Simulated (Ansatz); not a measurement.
CaTiO3 (cubic perovskite)

```yaml
crystal:
  lattice:
    - [3.84096, 0.00000, 0.00000]
    - [0.00000, 3.84096, 0.00000]
    - [0.00000, 0.00000, 3.84096]
  atoms:
    - { symbol: Ca, position: [0.00000, 0.00000, 0.00000] }
    - { symbol: Ti, position: [0.50000, 0.50000, 0.50000] }
    - { symbol: O, position: [0.00000, 0.50000, 0.50000] }
    - { symbol: O, position: [0.50000, 0.50000, 0.00000] }
    - { symbol: O, position: [0.50000, 0.00000, 0.50000] }
```

This relaxed cell (volume V₀) is scaled evenly in all directions, its shape held. Symmetry pins the atoms to their sites.

The numbers are results of PBEsol (plane waves to 420 eV, PAW, scalar-relativistic; Ansatz, a quantum-chemistry and plane-wave program), not measurements. k mesh 9×9×9 (Γ-centred), Fermi-Dirac smearing 0.05 eV. The energy includes the smearing's −TS. Stress and pressure are positive under compression. CaTiO3 is run without spin polarisation. CaTiO3 was relaxed with its symmetry unable to fall. This is a high-temperature form of CaTiO3. ΔE is measured from the relaxed starting cell.

```json
[
 {"V (Å³/atom)": "10.653", "ΔE (meV/atom)": "27.0"},
 {"V (Å³/atom)": "10.823", "ΔE (meV/atom)": "14.8"},
 {"V (Å³/atom)": "10.993", "ΔE (meV/atom)": "withheld"},
 {"V (Å³/atom)": "11.163", "ΔE (meV/atom)": "1.5"},
 {"V (Å³/atom)": "11.333", "ΔE (meV/atom)": "0.0"},
 {"V (Å³/atom)": "11.503", "ΔE (meV/atom)": "1.4"},
 {"V (Å³/atom)": "11.673", "ΔE (meV/atom)": "5.7"},
 {"V (Å³/atom)": "11.843", "ΔE (meV/atom)": "12.5"},
 {"V (Å³/atom)": "12.013", "ΔE (meV/atom)": "21.8"}
]
```

Problem. Fit a third-order Birch-Murnaghan form (E₀, V₀, B₀, B₀′ free) to the given rows and predict ΔE at V = 10.993.

Solution. Least squares on the 8 given rows: ΔE = E₀ + (9V₀B₀/16)·y²·[2 + (B₀′ − 4)y], y = (V₀/V)^(2/3) − 1, with V₀ = 11.334 Å³/atom, B₀ = 190.2 GPa (160.2 GPa = 1 eV/Å³; the term in eV is multiplied by 1000), B₀′ = 4.17, E₀ = -0.04 meV/atom; root-mean-square residual 0.03 meV/atom. At 10.993 the fit gives 6.4 meV/atom; the calculation gives 6.4 meV/atom, the same to the digits shown. For the pressure the fit gives 6.2 GPa against the computed 6.2 GPa.

(A scan under strain: stresses follow from slopes of the energy per volume, elastic moduli from its curvatures.)
